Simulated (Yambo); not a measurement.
Yambo run on KCl (rock salt, space group Fm-3m, No. 225) under isotropic strain of -3 % on all lattice vectors. The wavefunctions come from this Quantum ESPRESSO step (PBEsol, PseudoDojo standard norm-conserving files, scalar-relativistic):

```
&CONTROL
  calculation = 'nscf'
  pseudo_dir = './pseudo'
  outdir = './out'
/
&SYSTEM
  ibrav = 0
  nat = 2
  ntyp = 2
  ecutwfc = 74.0
  ecutrho = 296.0
  occupations = 'fixed'
  force_symmorphic = .true.
  nbnd = 138
/
&ELECTRONS
  conv_thr = 2e-09
  diago_full_acc = .true.
  diago_thr_init = 1e-08
/
ATOMIC_SPECIES
Cl 35.4500 Cl.upf
K 39.0983 K.upf
CELL_PARAMETERS angstrom
  0.000000000000   3.027282008196   3.027282008196
  3.027282008196   0.000000000000   3.027282008196
  3.027282008196   3.027282008196   0.000000000000
ATOMIC_POSITIONS crystal
Cl   0.499999858579   0.499999858579   0.499999858579
K   0.999999858579   0.999999858579   0.999999858579
K_POINTS automatic
4 4 4 0 0 0
```

Yambo input:

```
rim_cut
gw0
dyson
el_el_corr
HF_and_locXC
ppa
em1d
RandQpts= 1000000
RandGvec= 1 Ry
EXXRLvcs= 74 Ry
VXCRLvcs= 296 Ry
Chimod= "HARTREE"
% BndsRnXp
 1 | 136 |
%
NGsBlkXp= 10 Ry
% LongDrXp
 1.0 | 1.0 | 1.0 |
%
PPAPntXp= 27.2114 eV
% GbndRnge
 1 | 136 |
%
GTermKind= "BG"
DysSolver= "n"
ExtendOut
% QPkrange
 1 | 1 | 8 | 9 |
 3 | 3 | 8 | 9 |
 8 | 8 | 8 | 9 |
%
```

k points by index: 1 = Γ, 3 = L, 8 = W.

Table of the .qp output:

```
#    K-point    Band    Eo [eV]    E [eV]    E-Eo [eV]    Vxc [eV]    Vnlxc [eV]    Sc|Eo [eV]    Sc|E [eV]    dSc/dw|Eo [eV]    Re(Z)    Im(Z)
#
    1    8    0.000000    -2.271436    -2.271436    -14.18934    -18.76835    1.797310    2.307572    -6.112540    0.816570    -0.001246
    1    9    5.422345    6.212623    0.790278    -7.700613    -3.650290    -3.145904    -3.260046    -3.929815    0.873806    -0.834593E-3
    3    8    -0.443312    -2.730769    -2.287457    -13.65238    -18.30683    1.852323    2.366998    -6.122189    0.816334    -0.001307
    3    9    7.724281    8.591171    0.866890    -7.641294    -3.502625    -3.146024    -3.271778    -3.946984    0.873324    -0.880833E-3
    8    8    -0.545503    -2.888584    -2.343081    -13.59416    -18.30737    1.849126    2.370136    -6.050413    0.818095    -0.001369
    8    9    8.033622    9.251734    1.218112    -8.777421    -4.131932    -3.242446    -3.427377    -4.130827    0.868201    -0.001009
```
(The two width columns are left out.) Convergence of these settings isn't established.

Geometry strained from the cell relaxed with PBEsol, atoms relaxed again.
